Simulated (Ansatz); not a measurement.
## Field gradients of BaSrCeZrO₆ from run to run

Cell of run 1: a Materials Project structure (computed, not necessarily an observed phase).

Space group P-1 (No. 2); a = 6.0682, b = 6.0927, c = 8.5830 Å, α = 90.17°, β = 90.15°, γ = 90.23°.

```csv
site,Wyckoff,site symmetry,x,y,z
Ba,2i,1,0.5057,0.5240,0.2499
Sr,2i,1,0.9944,0.0310,0.2513
Ce5,1c,-1,0.0000,0.5000,0.0000
Ce6,1f,-1,0.5000,0.0000,0.5000
Zr7,1d,-1,0.5000,0.0000,0.0000
Zr8,1g,-1,0.0000,0.5000,0.5000
O9,2i,1,0.2212,0.2059,0.9535
O10,2i,1,0.2750,0.7114,0.5343
O13,2i,1,0.2902,0.7242,0.9639
O14,2i,1,0.2034,0.2185,0.5447
O17,2i,1,0.4133,0.9933,0.2422
O18,2i,1,0.0666,0.4648,0.2575
```

One atom of each set is listed.

All runs are DFT with Ansatz 0.2.0 (plane waves and PAW, scalar-relativistic unless spin–orbit coupling is named, Γ-centred meshes, Fermi–Dirac smearing where given) in this cell.

Run 1: PBE, atoms as given; 420 eV, 4×4×3 k-points, smearing 0.02 eV.
Run 2: r2SCAN, atoms as given; 500 eV, 4×4×3 k-points, smearing 0.02 eV.
Run 3: PBE, atoms as given; 350 eV, 4×4×3 k-points, smearing 0.02 eV; this cutoff lies below the one recommended for these PAW files.

```csv
run,Ba V_zz (η),Sr V_zz (η),Ce5 V_zz (η),Ce6 V_zz (η),Zr7 V_zz (η)
1,-6.14 (0.41),-5.34 (0.25),-5.52 (0.41),-5.94 (0.54),-2.43 (0.29)
2,-6.46 (0.42),-5.54 (0.26),-5.46 (0.40),-6.11 (0.56),-2.52 (0.29)
3,?,?,?,?,?
```

V_zz in 10²¹ V/m²; 5 of the 12 sets of like atoms are followed.

**Question.** Estimate the row of run 3.

**Answer.** Ba: -6.13 (0.41); Sr: -5.26 (0.26); Ce5: -5.52 (0.41); Ce6: -5.94 (0.54); Zr7: -2.42 (0.29). It lies nearest to run 1, from whose tensors on these sites it differs by 0.09 at most (largest principal value of the difference, on Sr). Taken one at a time, the functional (r2SCAN with its higher cutoff) moves the tensors on these sites by up to 0.32 (largest principal value of the change, on Ba), the cutoff by 0.09 (Sr).

Without spin–orbit coupling the gradients at and beside Ce can be off by some per cent, at some sites by more. In run 2 the atoms aren't at the calculated equilibrium (largest force 0.26 eV/Å).
